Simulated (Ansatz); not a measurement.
Space group I4/mmm (No. 139). a = 4.104 Å, b = 4.104 Å, c = 8.286 Å, α = 90.00°, β = 90.00°, γ = 90.00°
```json
{"atom": "Ag", "site": "2a", "symmetry": "4/mmm", "x": "0.0000", "y": "0.0000", "z": "0.0000"}
{"atom": "Au", "site": "4d", "symmetry": "-4m2", "x": "0.0000", "y": "0.5000", "z": "0.2500"}
{"atom": "Au", "site": "2b", "symmetry": "4/mmm", "x": "0.5000", "y": "0.5000", "z": "0.0000"}
```

Equation of state of this AgAu$_{3}$ structure (not necessarily the ground state), with shape and atoms relaxed at each volume where symmetry leaves them free. It has no gap at any of these volumes. Computed with DFT r2SCAN, scalar-relativistic, plane waves, PAW in Ansatz.

Plane waves to 500 eV, a k mesh through Γ of 14×14×14 on the computed 4-atom cell and Gaussian smearing (0.10 eV); no spin polarisation.

```
V (Å³/atom) E − E(largest V) (meV/atom) P (GPa)
     16.399                         7.95    10.42
     16.923                       -16.37     4.69
     17.446                       -23.79     0.02
     17.970                       -17.45    -3.76
     18.493                         0.00    -6.81
```

Problem. Fit a third-order Birch–Murnaghan equation to E(V).

Solution. V0 = 17.45 Å³/atom, B0 = 140 GPa, B0' = 6.0.

Spin-orbit coupling is left out, which matters for the bands of heavy elements.